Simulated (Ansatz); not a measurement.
Course of a relaxation: Be3Pd2S

Recipe of this trial structure of Be3Pd2S: random cell by space group and Wyckoff sites (R-3m, No. 166). Its size is a rough estimate.

```yaml
crystal:
  lattice:
    - [2.55886, 1.47736, 3.66377]
    - [-2.55886, 1.47736, 3.66377]
    - [0.00000, -2.95472, 3.66377]
  atoms:
    - { symbol: Be, position: [0.50000, 0.50000, 0.00000] }
    - { symbol: Be, position: [0.00000, 0.50000, 0.50000] }
    - { symbol: Be, position: [0.50000, 0.00000, 0.50000] }
    - { symbol: Pd, position: [0.20355, 0.20355, 0.20355] }
    - { symbol: Pd, position: [0.79645, 0.79645, 0.79645] }
    - { symbol: S, position: [0.00000, 0.00000, 0.00000] }
```

Computed with DFT PBE, scalar-relativistic, plane waves, PAW (Ansatz 0.2.0). Cutoff 420 eV, Gaussian smearing, Γ-centred meshes. Cell and atoms relax first on a coarse mesh and then on a finer one. In between, the cell is made exact in the group found at 0.06 Å. In metals the finer mesh still leaves noise of several meV/atom or more. The steps can't lower the symmetry of their start. No spin polarisation in the relaxation; trial moments died out in a coarse test.

Steps on the 6×6×6 mesh (6 atoms, 10 steps). The free energy counts from the last step; the plane-wave basis is renewed at times, which shifts energy and pressure.

```
step  ΔF (meV/atom)  V (Å³/atom)  P (GPa)  largest force component (eV/Å)
   1          175.1        13.85    16.35                           1.129
   2           68.0        14.76     5.20                           0.624
   3           24.4        14.85     0.26                           0.245
   4            5.3        14.29    -0.51                           0.172
   5            2.4        13.85     0.17                           0.109
   6            2.2        13.93    -0.40                           0.027
   7            2.1        13.88     0.05                           0.001
   8            0.2        13.88     0.32                           0.004
   9            0.0        13.88     0.04                           0.001
  10            0.0        13.88     0.04                           0.001
```

The relaxed structure, after a last relaxation on the converged mesh:

```yaml
crystal:
  lattice:
    - [2.38836, 1.37892, 4.23535]
    - [-2.38836, 1.37892, 4.23535]
    - [0.00000, -2.75785, 4.23535]
  atoms:
    - { symbol: Be, position: [0.50000, 0.50000, 0.00000] }
    - { symbol: Be, position: [0.00000, 0.50000, 0.50000] }
    - { symbol: Be, position: [0.50000, 0.00000, 0.50000] }
    - { symbol: Pd, position: [0.19018, 0.19018, 0.19018] }
    - { symbol: Pd, position: [0.80982, 0.80982, 0.80982] }
    - { symbol: S, position: [0.00000, 0.00000, 0.00000] }
```

The symmetry stays R-3m (No. 166). The volume per atom grows by 0.7 %, from 13.9 to 13.9 Å³. The shortest distance goes from 2.05 Å (Be–Pd) to 2.28 Å (Be–Pd). The ratio c/a of the conventional cell changes by a factor of 1.24. The energy falls by about 0.17 eV/atom (the start's value is from the coarse mesh). Around Be lie 2 Pd at 2.28 Å, 2 S at 2.39 Å and 4 Be at 2.39 Å; Pd has 3 Be at 2.28 Å, 1 S at 2.42 Å and 3 Pd at 2.82 Å; S is surrounded by 6 Be at 2.39 Å and 2 Pd at 2.42 Å.

* Volume per atom: 13.95 Å³
* Density: 5.40 g/cm³
* Energy over the elements: +0.06 eV/atom
* Gap on the 12×12×12 mesh of the 6-atom cell: 0 eV (a metal)

The zero of energy is the elements' standard structures at the same level; no fitted shifts are applied.

The last run used Gaussian smearing of 0.10 eV. The reference form of S is held partly by dispersion forces, which this level lacks. Symmetry constrained the relaxation, so the result can be a saddle point. In all, the 3 runs took 2 min on 1 thread of INTEL(R) XEON(R) PLATINUM 8581C CPU @ 2.10GHz (Emerald Rapids), with other jobs on the host.
